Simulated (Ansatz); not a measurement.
ZrB₂ in space group P6/mmm (No. 191; Zr on 1a, B on 2d) at seven volumes, PBE in the plane-wave PAW code Ansatz, shape and atoms relaxed at each. One row is withheld.

| V (Å³/atom) | P (GPa) |
|---|---|
| 9.358 | 27.02 |
| 9.666 | 16.64 |
| 9.975 | ? |
| 10.283 | 0.01 |
| 10.592 | -6.63 |
| 10.900 | -12.34 |
| 11.209 | -17.27 |

Problem. Fit the shown pressures and predict the withheld one.

Solution. Third-order Birch–Murnaghan: P = (3/2)B₀(x^(7/2) − x^(5/2))[1 + (3/4)(B′ − 4)(x − 1)] with x = (V₀/V)^(2/3). Least squares on the six rows gives V₀ = 10.283 Å³/atom, B₀ = 237.7 GPa, B′ = 3.96. At V = 9.975, x = 1.0205 and P = 7.68 GPa. The run itself gave 7.70 GPa.

Symmetry was held in the PBE relaxation. The run is not spin-polarised.

Potentials: the earlier of the program's two PAW sets.
